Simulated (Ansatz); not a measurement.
CoSn (CoSn type, space group P6/mmm)

```xyz
6
Lattice="5.2940 0.0000 0.0000 -2.6470 4.5847 0.0000 0.0000 0.0000 4.2354" Properties=species:S:1:pos:R:3 pbc="T T T"
Co     2.6470     0.0000     0.0000
Co     1.3235     2.2924     0.0000
Co    -1.3235     2.2924     0.0000
Sn     0.0000     0.0000     0.0000
Sn     0.0000     3.0565     2.1177
Sn     2.6470     1.5282     2.1177
```

The slice is a (-1 2 -1 0) plane (indices of the conventional cell) through the point (0.500, 0.000, 0.000) (fractional), spanned by u = [001] and v = [210] in vectors of this cell: u (4.24 Å) and v (9.17 Å, at 90° to u). It covers one period; positions are fractions (u, v).

All values below come from PBE (plane waves to 420 eV, PAW, scalar-relativistic; Ansatz, an electronic-structure program). k mesh 10×10×11. Inside the PAW spheres the values are not all-electron values, and peaks at nuclei hang on which shells count as valence. CoSn is run without spin polarisation. CoSn was relaxed with its symmetry unable to fall.

Task: Predict the map of the valence electron density on the slice.

Result: 
```
v \ u  0.00  0.18  0.36  0.55  0.73  0.91
-----  ----  ----  ----  ----  ----  ----
0.88   -0.5  -0.7  -0.8  -0.8  -0.8  -0.6
0.75   -0.5  -0.7  -1.1  -1.2  -0.9  -0.5
0.62   -0.5  -0.7  -0.8  -0.8  -0.8  -0.6
0.50    1.8   0.1  -0.6  -0.6  -0.5   1.2
0.38   -0.5  -0.7  -0.8  -0.8  -0.8  -0.6
0.25   -0.5  -0.7  -1.1  -1.2  -0.9  -0.5
0.12   -0.5  -0.7  -0.8  -0.8  -0.8  -0.6
0.00    1.8   0.1  -0.6  -0.6  -0.5   1.2
```

Values: log₁₀ of the valence density in e/Å³. The scale is logarithmic, as a density can span decades between atoms and voids.
